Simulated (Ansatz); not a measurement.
One crystal and one scan (generalised stacking-fault energy along a line) at two levels, PBE (plane waves to 420 eV, PAW, scalar-relativistic; Ansatz, a first-principles code) and r2SCAN (plane waves to 500 eV, PAW, scalar-relativistic; Ansatz), each from its own relaxed cell and on its own mesh. The cell shown is that of PBE.

Mo (bcc, W type) is sheared across one {211} plane: the third cell vector gains the shift, so faults repeat every 7.7 Å. The cut lies between planes 1.29 Å apart; the cell height is held.

```
CELL_PARAMETERS angstrom
      2.73731     0.00000     0.00000
      0.00000     4.47000     0.00000
      0.00000     0.00000     7.74227
ATOMIC_POSITIONS crystal
  Mo 0.00000 0.00000 0.91667
  Mo 0.66667 0.50000 0.08333
  Mo 0.33333 0.00000 0.25000
  Mo 0.00000 0.50000 0.41667
  Mo 0.66667 0.00000 0.58333
  Mo 0.33333 0.50000 0.75000
```

In-plane vectors a = (2.737, 0.000) Å, b = (0.000, 4.470) Å, area 12.24 Å². The shift is s times the vector a (length 2.737 Å), so s = 1 restores the start. The shift is rigid: no atom relaxes. γ = [E(shift) − E(0)] / area.

Energies are extrapolated to zero smearing. Mo is run without spin polarisation. Mo was relaxed with its symmetry unable to fall. The PAW data are Ansatz's earlier set. (PBE) On this mesh the relaxed cell isn't quite at rest: it carries a pressure of 0.1 GPa (compression positive) at the zero of the scan. (r2SCAN) On this mesh the relaxed cell isn't quite at rest: it carries a pressure of 0.1 GPa (compression positive) at the zero of the scan. Faults lie only 7.7 Å apart, and holding the cell height and the atoms raises γ above its relaxed value. With partly filled bands, the k mesh leaves noise in γ, roughly 0.02 J/m² as judged from a few cases. Percentages come from the unrounded values. Both scans cover s from 0.000 to 0.917.

Results of PBE:

```
Quantity                                                                              Result
------------------------------------------------------------------  ------------------------
Lattice constant a (Å)                                                                 3.161
Highest computed γ on the line (J/m²)                                                   1.74
Steepest slope dγ/d(shift) before the first maximum (spline) (GPa)                        26
Position of the highest point                                                      s = 0.417
Local minima between the ends                                       no computed point is one
```

Problem. Estimate the r2SCAN values.

Solution. 
```json
[
 {"quantity": "Lattice constant a (Å)", "r2SCAN": "3.151", "PBE − r2SCAN": "+0.010 (+0.3 %)"},
 {"quantity": "Highest computed γ on the line (J/m²)", "r2SCAN": "1.91", "PBE − r2SCAN": "-0.17 (-9 %)"},
 {"quantity": "Steepest slope dγ/d(shift) before the first maximum (spline) (GPa)", "r2SCAN": "28", "PBE − r2SCAN": "-2 (-9 %)"}
]
```

PBE gives the higher value for: lattice constant a. PBE gives the lower value for: highest computed γ on the line. Both give the same position of the highest point: s = 0.417.

(The slope of γ gives the shear force per area between the displaced halves; near zero shift its curvature is an elastic stiffness.)
